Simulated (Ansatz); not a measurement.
CdTe:
```cif
data_Cd4Te4
_chemical_formula_sum 'Cd4 Te4'
_space_group_name_H-M_alt 'Fm-3m'
_space_group_IT_number 225
_space_group_name_Hall '-F 4 2 3'
_cell_length_a 6.08342
_cell_length_b 6.08342
_cell_length_c 6.08342
_cell_angle_alpha 90.000
_cell_angle_beta 90.000
_cell_angle_gamma 90.000
loop_
_atom_site_label
_atom_site_type_symbol
_atom_site_symmetry_multiplicity
_atom_site_Wyckoff_symbol
_atom_site_fract_x
_atom_site_fract_y
_atom_site_fract_z
_atom_site_occupancy
Cd1 Cd 4 a 0.00000 0.00000 0.00000 1
Te1 Te 4 b 0.50000 0.50000 0.50000 1
```
(The calculation used a cell of 2 atoms; values per cell refer to that cell.)

This is the r²SCAN-relaxed structure.

Task: All from plane-wave PAW r²SCAN (Ansatz code), unless another level is named. Predict the electronic character.

Result: metallic (no gap).

Task: Predict the formation energy from the elements (no fitted shifts).

Result: -0.40 eV/atom.

Task: And the density of states at the Fermi level?

Result: 0.37 states/eV per atom (mean over ±0.08 eV).

This is a known high-pressure phase of the composition, computed here at zero pressure and temperature. Symmetry was held in the r²SCAN relaxation; its stability against distortions is not shown here. The references are the lowest solids computed at this level, not always the standard phases. Scalar-relativistic: spin–orbit coupling is off unless named, which matters more the heavier the elements.

Potentials: the later of the program's two PAW sets.
